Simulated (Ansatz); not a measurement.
The calculation used DFT PBE, scalar-relativistic, plane waves, PAW in Ansatz 0.2.0. Plane waves to 420 eV, a 12×12×12 mesh through Γ for the 6-atom cell and 0.10 eV Gaussian smearing; no spin polarisation.

The zero of energy is the elements' standard structures at the same level (O₂ as a molecule); no fitted shifts are applied.

**Question.** Suggest a trial structure for a trigonal metal with formula Mg3Zn2O, with a formation energy near −0.59 eV/atom and about 16 Å³ per atom, in a cell of 6 atoms.

**Answer.** Mg3Zn2O, space group R-3m (No. 166). Mg is surrounded by 2 O at 2.33 Å, 2 Zn at 2.67 Å, 4 Mg at 2.92 Å and 4 Zn at 3.14 Å; around Zn lie 1 Zn at 2.32 Å and 3 Mg at 2.67 Å; O is surrounded by 6 Mg at 2.33 Å.

```xyz
6
Lattice="2.9200 1.6859 3.2273 -2.9200 1.6859 3.2273 0.0000 -3.3717 3.2273" Properties=species:S:1:pos:R:3 pbc="T T T"
Mg    0.0000   -1.6859    1.6136
Mg   -1.4600    0.8429    1.6136
Mg    1.4600    0.8429    1.6136
Zn    0.0000    0.0000    6.0008
Zn    0.0000    0.0000    3.6811
O     0.0000    0.0000    0.0000
```

The volume per atom is 15.89 Å³ and the density is 3.83 g/cm³. The formation energy is −0.59 eV/atom and the gap on the 12×12×12 mesh of the 6-atom cell is 0 eV (a metal).

The structure comes from a generated guess, relaxed at this level; another structure or a mixture of phases may lie lower. The answer needn't be unique; the calculation gave this one.

Symmetry constrained the relaxation, so the result can be a saddle point. Another cell of Mg3Zn2O relaxed alike, in P6_3/mmc, lies 35 meV/atom lower, so this cell isn't the stable form at this level.
